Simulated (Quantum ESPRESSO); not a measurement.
One change at a time to MoPtSnTa3W2

These are calculations, not measurements. They come from Quantum ESPRESSO 7.5, a public plane-wave density functional program. Each row is one single-point run on a made-up periodic cell of eight metal atoms, with elements, volume, strain and displacements drawn at random and not relaxed, so a cell may be unstable or far from any real phase. There is no spin polarisation or spin-orbit coupling.

Settings: PBE unless stated; PseudoDojo standard norm-conserving files; Fermi-Dirac width 0.25 eV, which means electrons at about 2900 K; cutoff 1143 eV; 6 x 5 x 3 k mesh shifted half a step off Gamma. E is the free energy of the whole cell (internal energy minus TS), so a -TS column is already part of it. Stress is positive in tension, and the pressure P is minus a third of its trace.

Checks: one run of this series was repeated at a higher cutoff and on a denser mesh, which moved values by no more than 0.003 eV, 0.07 GPa and 0.015 eV/Å, and a second program with other atomic files agreed on it to 2 % rms in force and 0.5 GPa in pressure. Known limits: the tin pseudopotential is less sure than most, with forces differing by about three percent from a second method on plain tin; heavy elements are run without spin-orbit coupling, which real alloys of them have; a spin test at this wide smearing found no moment, but such smearing suppresses magnetism that the real alloy may have.

The lattice is face-centred cubic, and the cell vectors in Å are (-4.054, 0.000, 0.000); (-2.027, -4.054, -2.027); (-2.027, -4.054, 6.080), a volume of 133.22 Å³ in run 1. The elements on sites 1 to 8 are Mo W Ta Ta Pt Sn W Ta. Each later run makes one change to run 1 and keeps the rest. E is counted from run 1, and is n/a where other atomic files have another zero of energy.

| run | change | V (Å³) | P (GPa) | -TS (eV) | rms force (eV/Å) | largest change of a force component (eV/Å) | E (eV) |
|---|---|---|---|---|---|---|---|
| 1 | none | 133.22 | 10.73 | -1.358 | 0.683 | 0.000 | 0.000 |
| 2 | sites 1 and 3 exchanged | 133.22 | 11.18 | -1.408 | 0.695 | 0.713 | 0.260 |
| 3 | all lengths scaled by +1.09 % | 137.62 | 2.75 | -1.408 | 0.619 | 0.132 | ? |
| 4 | PBEsol in place of PBE | 133.22 | 3.02 | -1.362 | 0.660 | 0.084 | n/a |
| 5 | Ru on site 1 | 133.22 | 6.10 | -1.286 | 0.605 | 0.613 | n/a |
| 6 | site 1 moved by -0.14 Å along x | 133.22 | 10.88 | -1.355 | 0.720 | 1.993 | 0.033 |

## Worked estimate

Along a uniform scaling dE = -P dV. The mean of the two pressures is 6.740 GPa and the volume changes by 4.40 Å³, with 160.2 GPa to one eV/Å³. The same two rows give -V dP/dV = 246 GPa for this cell with clamped atoms, which is not the bulk modulus of a real alloy.

## Withheld value

Question: what E should run 3 give?

The estimate is -0.185 eV. The calculation gave -0.183 eV.
